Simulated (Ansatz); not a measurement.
BaZrO$_{3}$:
```
CELL_PARAMETERS angstrom
      4.22716     0.00000     0.00000
      0.00000     4.22716     0.00000
      0.00000     0.00000     4.22716
ATOMIC_POSITIONS crystal
  O  0.00000 0.50000 0.50000
  O  0.50000 0.00000 0.50000
  O  0.50000 0.50000 0.00000
  Ba 0.00000 0.00000 0.00000
  Zr 0.50000 0.50000 0.50000
```

x, y and z are the axes in which the lattice vectors are written.

Problem. Give the high-frequency dielectric tensor and the Born effective charge tensors of the independent atoms from DFPT, PBE in the plane-wave PAW code Ansatz.

Solution. 
ε∞:
```
4.87  0.00  0.00
0.00  4.87  0.00
0.00  0.00  4.87
```
Z* of atom 1 (O), rows: field, columns: displacement, in e:
```
-4.85   0.00   0.00
 0.00  -2.00   0.00
 0.00   0.00  -2.00
```
Z* of atom 4 (Ba), rows: field, columns: displacement, in e:
```
2.74  0.00  0.00
0.00  2.74  0.00
0.00  0.00  2.74
```
Z* of atom 5 (Zr), rows: field, columns: displacement, in e:
```
6.11  0.00  0.00
0.00  6.11  0.00
0.00  0.00  6.11
```

Static charges for comparison (Bader): O1 -1.36, Ba4 +1.54, Zr5 +2.55 e. Born charges measure polarisation by displacement and can exceed these by far.

Space group Pm-3m (cubic perovskite). The PBE relaxation kept the symmetry of its start. At this level the phase is dynamically unstable (imaginary phonons). The run is not spin-polarised. Spin–orbit coupling is left out wherever it is not named.

Potentials: the later of the program's two PAW sets.
